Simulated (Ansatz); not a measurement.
A family in space group Pm-3m

These are results of Ansatz 0.2.0, DFT, LDA, all-electron LAPW, scalar-relativistic, not measurements.

All cells have space group Pm-3m and are held fixed (conventional cell and sites). Prototypes and MP cells are computed structures that needn't be known or stable phases of these compounds. Gaps are the smallest over the k mesh and a high-symmetry path; Bader charges come from PAW runs of the same cells. Semilocal functionals give too small gaps and can close them; gaps under 0.4 eV may also close off the mesh.

Spin–orbit coupling is left out, though it moves levels of the heavy atoms by tenths of an eV or more.

ScPt: a = 3.27 Å, b = 3.27 Å, c = 3.27 Å; Sc 1b (0.500 0.500 0.500), Pt 1a (0.000 0.000 0.000); 10×10×10 mesh, smearing 0.05 eV, COD 1537628, reported
ScCu: a = 3.26 Å, b = 3.26 Å, c = 3.26 Å; Sc 1b (0.500 0.500 0.500), Cu 1a (0.000 0.000 0.000); 11×11×11 mesh, smearing 0.05 eV, COD 1523972, reported
MgAu: a = 3.26 Å, b = 3.26 Å, c = 3.26 Å; Mg 1b (0.500 0.500 0.500), Au 1a (0.000 0.000 0.000); 13×13×13 mesh, smearing 0.05 eV, COD 9008804, reported
SrTl: a = 4.03 Å, b = 4.03 Å, c = 4.03 Å; Sr 1a (0.000 0.000 0.000), Tl 1b (0.500 0.500 0.500); 8×8×8 mesh, smearing 0.05 eV, COD 1540774, reported, may be off
LaZn: a = 3.75 Å, b = 3.75 Å, c = 3.75 Å; La 1b (0.500 0.500 0.500), Zn 1a (0.000 0.000 0.000); 9×9×9 mesh, smearing 0.05 eV, COD 9008827, reported
MgTl: a = 3.63 Å, b = 3.63 Å, c = 3.63 Å; Mg 1a (0.000 0.000 0.000), Tl 1b (0.500 0.500 0.500); 9×9×9 mesh, smearing 0.05 eV, COD 1523145, reported, may be off

| compound | P (GPa) | gap (eV) | Bader charges (e) |
| --- | --- | --- | --- |
| ScPt | -5.4 | none | Sc +1.53, Pt -1.53 |
| ScCu | -7.6 | none | Sc +1.31, Cu -1.31 |
| SrTl | -1.8 | none | Sr +1.15, Tl -1.15 |
| LaZn | -4.0 | none | La +0.93, Zn -0.93 |
| MgTl | -2.4 | none | Mg +1.23, Tl -1.23 |

Task: Predict the row of MgAu (no spin polarisation).

Result: P (GPa): -3.5, gap (eV): none, Bader charges (e): Mg +1.54, Au -1.54.
